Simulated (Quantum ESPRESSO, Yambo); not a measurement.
Levels of theory for the gap of NaYS$_{2}$

NaYS$_{2}$ (space group R-3m, No. 166): one geometry, one set of PBEsol (Quantum ESPRESSO, PseudoDojo norm-conserving, 88 Ry, scalar-relativistic) orbitals, self-energies from Yambo (4×4×4 Γ-centred k mesh, bands 3 to 130 and a 7 Ry block in the screening, 130 bands in G with the Bruneval-Gonze terminator, plasmon pole fitted at 27.2 eV).

Cell and atoms were relaxed with PBEsol from Materials Project entry mp-10226, within its symmetry.

| level | gap Γ → F (eV) | direct gap at F (eV) | rough Yambo cost |
|---|---|---|---|
| PBEsol (Quantum ESPRESSO) | 2.14 | 2.98 | – |
| exchange only (Hartree-Fock self-energy on PBEsol orbitals) | 9.64 | 10.83 | about 1/9 (8 states) |
| static COHSEX@PBEsol | 4.62 | 5.50 | within a factor of two (3 states) |
| G0W0@PBEsol, plasmon pole | 3.76 | 4.66 | 1 (8 states) |

Bare exchange has no screening and gives the widest gap; static COHSEX screens it but leaves out the frequency dependence, which G0W0 restores.

Costs are rough ratios of core time on shared machines.

Convergence of the G0W0 settings was not tested.
